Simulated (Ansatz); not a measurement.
## TiN: do energies and stresses tell the same story?

Theory: Ansatz, DFT PBEsol, scalar-relativistic, plane waves, PAW.

Plane waves to 420 eV, a k mesh through Γ of 18×18×18 on the computed 2-atom cell and Gaussian smearing (0.10 eV); no spin polarisation.

Relaxed cell: Fm-3m, a = 4.204 Å, b = 4.204 Å, c = 4.204 Å, α = 90.00°, β = 90.00°, γ = 90.00°, 2 atoms in the primitive cell.

Energies at zero smearing and pressures from the stress tensor, at volumes with shape and atoms relaxed:
```csv
V (Å³/atom),E − E(first) (meV/atom),P (GPa)
8.173,0.00,50.27
8.451,-73.35,34.56
8.730,-121.45,21.17
9.008,-148.03,9.75
9.287,-156.23,0.00
9.566,-148.76,-8.33
9.844,-127.87,-15.45
10.216,-82.50,-23.35
```

Task: Check P = −dE/dV between neighbouring volumes, and get the bulk modulus from the pressures alone.

Result: With 1 eV/Å³ = 160.2 GPa:
```csv
middle V (Å³/atom),−ΔE/ΔV (GPa),mean P (GPa)
8.312,42.181,42.412
8.591,27.659,27.864
8.869,15.284,15.460
9.148,4.718,4.875
9.426,-4.298,-4.166
9.705,-12.013,-11.890
10.030,-19.565,-19.398
```

The two differ by 0.23 GPa at most. The mean of two end pressures misses the average over a step by about ΔV² P″/12, up to 0.21 GPa here; with that taken off 0.03 GPa remains. The stress is the derivative of the free energy, not of the energy at zero smearing, and with free energies 0.00 GPa remains. Around V = 9.287 Å³/atom, the two neighbours give B = −V ΔP/ΔV = 9.287 × 18.08 / 0.557 = 301.4 GPa, against B0 = 300.0 GPa from the Birch–Murnaghan fit of the energies.

Spin polarisation was left out, and a magnetic state may lie lower.

A ferromagnetic start lost its moments in a first run, so spin was left out; other magnetic orders weren't tried.